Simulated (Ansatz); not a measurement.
A relaxed cell of Nb (Im-3m (No. 229)), relaxed on a k-mesh at least as fine as the one used below. Level of theory: PBE (plane waves to 420 eV, PAW, scalar-relativistic; Ansatz, a program for electronic structure). Γ-centred k-mesh 14×7×14 on the run's cell (coarser than for final values), Fermi–Dirac smearing 0.05 eV.

```yaml
crystal:
  lattice:
    - [-1.65481, 1.65481, 1.65481]
    - [3.30962, -3.30962, 3.30962]
    - [1.65481, 1.65481, -1.65481]
  atoms:
    - { symbol: Nb, position: [0.00000, 0.00000, 0.00000] }
    - { symbol: Nb, position: [0.00000, 0.50000, 0.00000] }
```

The atoms are displaced by (Å):

| atom | ux | uy | uz |
|---|---|---|---|
| Nb1 | 0.080 | 0.076 | -0.054 |
| Nb2 | 0.162 | 0.088 | 0.060 |

Task: What forces (eV/Å) and pressure result?

Result: 
```json
[
 {"atom": "Nb1", "Fx": "0.52", "Fy": "0.06", "Fz": "0.61"},
 {"atom": "Nb2", "Fx": "-0.52", "Fy": "-0.06", "Fz": "-0.61"}
]
```

Pressure +1.6 GPa.

Task: Estimate the energy cost of the displacement in the harmonic approximation and compare with the calculation.

Result: For a harmonic well ΔE = −½ Σ F·u = 0.057 eV a cell, or 28 meV/atom. The calculated energy relative to the undisplaced cell is +0.03 eV/atom, so the harmonic estimate holds well.

No spin polarisation in the result.

The run that gave the undisplaced cell could not lose the symmetry of its start; a randomly shaken copy of 2 atoms returns to this structure.
